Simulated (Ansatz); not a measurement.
NaI (rock salt)

```cif
data_INa
_chemical_formula_sum 'I1 Na1'
_space_group_name_H-M_alt 'P 1'
_space_group_IT_number 1
_cell_length_a 4.56802
_cell_length_b 4.56802
_cell_length_c 4.56802
_cell_angle_alpha 60.000
_cell_angle_beta 60.000
_cell_angle_gamma 60.000
loop_
_space_group_symop_operation_xyz
  'x, y, z'
loop_
_atom_site_label
_atom_site_type_symbol
_atom_site_fract_x
_atom_site_fract_y
_atom_site_fract_z
_atom_site_occupancy
I1 I 0.00000 0.00000 0.00000 1
Na1 Na 0.50000 0.50000 0.50000 1
```

The volume is varied about the relaxed value V₀ at fixed cell shape. Symmetry pins the atoms to their sites.

All values below come from r2SCAN (plane waves to 500 eV, PAW, scalar-relativistic; Ansatz, a first-principles code). k mesh 9×9×9 (Γ-centred), Fermi-Dirac smearing 0.05 eV. Energies are smeared free energies. Stress and pressure are positive under compression. NaI was relaxed with its symmetry unable to fall. Spin-orbit coupling is left out, though I is heavy. The zero of ΔE is the relaxed starting cell.

The scan covers V/V₀ from 0.900 to 1.100 in 11 points.

### Question
What bulk modulus B₀ follows from a third-order Birch-Murnaghan fit?

### Answer
17.2 GPa.

### Question
What is the fitted pressure derivative B₀′?

### Answer
4.8.

(Under strain, the slope of the energy per volume gives the stress and its curvature an elastic modulus.)
